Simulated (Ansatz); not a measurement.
YAu:
```cif
data_AuY
_chemical_formula_sum 'Au1 Y1'
_space_group_name_H-M_alt 'Pm-3m'
_space_group_IT_number 221
_space_group_name_Hall '-P 4 2 3'
_cell_length_a 3.58444
_cell_length_b 3.58444
_cell_length_c 3.58444
_cell_angle_alpha 90.000
_cell_angle_beta 90.000
_cell_angle_gamma 90.000
loop_
_atom_site_label
_atom_site_type_symbol
_atom_site_symmetry_multiplicity
_atom_site_Wyckoff_symbol
_atom_site_fract_x
_atom_site_fract_y
_atom_site_fract_z
_atom_site_occupancy
Au1 Au 1 a 0.00000 0.00000 0.00000 1
Y1 Y 1 b 0.50000 0.50000 0.50000 1
```

Relaxed with r²SCAN.

### Question
Tabulate the valence density and the electron localisation function along the shortest Au–Y contact (3.10 Å), r²SCAN in the plane-wave PAW code Ansatz.

### Answer


| distance from Au (Å) | density (e/Å³) | ELF |
|---|---|---|
| 0.31 | 11.25 | 0.67 |
| 0.47 | 8.07 | 0.59 |
| 0.62 | 5.11 | 0.54 |
| 0.78 | 2.68 | 0.47 |
| 0.93 | 1.12 | 0.40 |
| 1.09 | 0.59 | 0.34 |
| 1.24 | 0.35 | 0.35 |
| 1.40 | 0.25 | 0.35 |
| 1.55 | 0.19 | 0.25 |
| 1.71 | 0.18 | 0.13 |
| 1.86 | 0.22 | 0.12 |
| 2.02 | 0.37 | 0.30 |
| 2.17 | 0.76 | 0.66 |
| 2.33 | 1.50 | 0.83 |
| 2.48 | 2.54 | 0.87 |
| 2.64 | 3.45 | 0.83 |
| 2.79 | 3.69 | 0.68 |

The density is the valence pseudo-density with augmentation charge, so density and ELF within about 1 Å of a nucleus are not all-electron values.

The workflow started from an entry of the Crystallography Open Database (COD). Whether it is the stable phase at ambient conditions was not checked. Symmetry was held in the r²SCAN relaxation; whether a distortion lowers the energy is not shown. No spin polarisation was allowed. Scalar-relativistic: spin–orbit coupling is off unless named, which matters more the heavier the elements.

Potentials: the later of the program's two PAW sets.
